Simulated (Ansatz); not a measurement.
MnHg (P4/mmm); spiral at q = 0.

```
CELL_PARAMETERS angstrom
3.28800 0.00000 0.00000
0.00000 3.28800 0.00000
0.00000 0.00000 3.31300
ATOMIC_POSITIONS crystal
Mn 0.50000 0.50000 0.50000
Hg 0.00000 0.00000 0.00000
```

The geometry is a structure as deposited in COD, held fixed and not relaxed.

Settings: LDA, 12×12×12 k mesh, Fermi–Dirac smearing of 0.05 eV. LAPW is all-electron LAPW in Ansatz 0.2.0. Site moments are integrated in spheres about the atoms. Start moments (μB): Mn1 3.7.

The self-consistent cycle went as follows.

```json
{"iteration": "1", "Harris–Foulkes energy less the last (meV)": "-1104.295", "density residual (eV)": "1.7e+00", "∫|m| (μB)": "3.4714"}
{"iteration": "2", "Harris–Foulkes energy less the last (meV)": "-307.194", "density residual (eV)": "5.9e-02", "∫|m| (μB)": "3.8221"}
{"iteration": "3", "Harris–Foulkes energy less the last (meV)": "-31.436", "density residual (eV)": "9.4e-02", "∫|m| (μB)": "3.8533"}
{"iteration": "4", "Harris–Foulkes energy less the last (meV)": "-9.319", "density residual (eV)": "4.3e-02", "∫|m| (μB)": "3.8854"}
{"iteration": "5", "Harris–Foulkes energy less the last (meV)": "-4.300", "density residual (eV)": "2.4e-02", "∫|m| (μB)": "3.8975"}
{"iteration": "6", "Harris–Foulkes energy less the last (meV)": "-12.079", "density residual (eV)": "2.9e-02", "∫|m| (μB)": "3.8953"}
{"iteration": "7", "Harris–Foulkes energy less the last (meV)": "-0.025", "density residual (eV)": "4.7e-04", "∫|m| (μB)": "3.9319"}
{"iteration": "8", "Harris–Foulkes energy less the last (meV)": "-0.239", "density residual (eV)": "2.4e-04", "∫|m| (μB)": "3.9327"}
{"iteration": "9", "Harris–Foulkes energy less the last (meV)": "-0.020", "density residual (eV)": "1.4e-04", "∫|m| (μB)": "3.9329"}
{"iteration": "10", "Harris–Foulkes energy less the last (meV)": "-0.014", "density residual (eV)": "5.1e-05", "∫|m| (μB)": "3.9328"}
{"iteration": "11", "Harris–Foulkes energy less the last (meV)": "-0.001", "density residual (eV)": "4.1e-07", "∫|m| (μB)": "3.9336"}
{"iteration": "12", "Harris–Foulkes energy less the last (meV)": "0.000", "density residual (eV)": "6.0e-08", "∫|m| (μB)": "3.9335"}
{"iteration": "13", "Harris–Foulkes energy less the last (meV)": "0.000", "density residual (eV)": "2.5e-08", "∫|m| (μB)": "3.9335"}
```

Site moments (μB): Mn1 3.74, Hg2 -0.04. Cell moment 3.73 μB in the turning frame.

The Ansatz runs typed with the search for lower states off end where their start leads. Spin–orbit coupling is left out although heavy atoms are present. The magnetic state is the one that this cell and start allow. It needn't be the compound's measured order, which may need a larger cell or be absent.
